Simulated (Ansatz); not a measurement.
Ti4O5: energy along a strain

Ti4O5, I4/m, a = 6.544 Å, c = 4.123 Å. The structure is a Materials Project entry; whether it is the stable form wasn't checked. Ansatz: PBEsol, PAW, 420 eV, Γ-centred 12×12×12 mesh on 9 atoms, Gaussian smearing 0.15 eV; no spin polarisation. Cell vectors (Å): -3.272 3.272 2.062; 3.272 -3.272 2.062; 3.272 3.272 -2.062. The cell is strained by x per cent times the pattern (1 0 0 0 0 0) in the order xx yy zz yz xz xy (engineering shears), with fractional coordinates held. y is the free energy over the start, V0 = 9.809 Å³/atom. Points with a strain past 8.5 % were computed too (3) and aren't used here.

| x (%) | y (meV/atom) |
| --- | --- |
| -7.50 | ? |
| -5.00 | 45.92 |
| -2.50 | 10.53 |
| 0.00 | 0.00 |
| 2.50 | 8.83 |
| 5.00 | 32.46 |
| 7.50 | 67.07 |

Q: Fit y = c2 x² + c3 x³ to the other rows, get the stiffness along the pattern, and predict the missing energy.

A: Least squares on the rows shown. y = 1.5744 x² − 0.051376 x³. The clamped-ion stiffness p·C·p = 2 × 15.74 eV × 160.2 / 9.809 Å³ = 514 GPa, which is C11 in these axes. At x = -7.50 the fit asked for gives 110.23 meV/atom. The run gave 112.82 meV/atom, so the fit is 2.59 meV/atom too low, 2.3 % of the span of the series, against an rms of 0.26 meV/atom on the fitted rows. The row lies outside the fitted range. With a term in x⁴ added, a fit to the same known rows predicts 112.52 meV/atom, so most of the miss is curvature that the known rows already hold.

Spin polarisation was left out, and a magnetic state may lie lower.